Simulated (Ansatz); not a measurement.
Si2Mo:
```
CELL_PARAMETERS angstrom
      0.00000     4.03046     4.37798
      2.30416     0.00000     4.37798
      2.30416     4.03046     0.00000
ATOMIC_POSITIONS crystal
  Si 0.66339 0.33661 0.66339
  Si 0.33661 0.66339 0.33661
  Si 0.58661 0.91339 0.58661
  Si 0.91339 0.58661 0.91339
  Mo 0.00000 0.00000 0.00000
  Mo 0.25000 0.25000 0.25000
```

This is the PBE-relaxed structure.

**Question.** All from plane-wave PAW PBE (Ansatz code), unless another level is named. Give the electronic character.

**Answer.** metallic (no gap).

**Question.** And the formation energy from the elements (no fitted shifts)?

**Answer.** -0.42 eV/atom.

**Question.** Give the density of states at the Fermi level.

**Answer.** 0.12 states/eV per atom (mean over ±0.08 eV).

Space group Fddd. The start of the workflow was typed in or built on a structure type; neither database checked (COD, Materials Project) lists it. It is not the phase usual at ambient conditions (space group No. 139). Symmetry was held in the PBE relaxation; whether a distortion lowers the energy is not shown. No spin polarisation was allowed. The references are the lowest solids computed at this level, not always the standard phases. Scalar-relativistic: spin–orbit coupling is off unless named, which matters more the heavier the elements.

Potentials: the earlier of the program's two PAW sets.
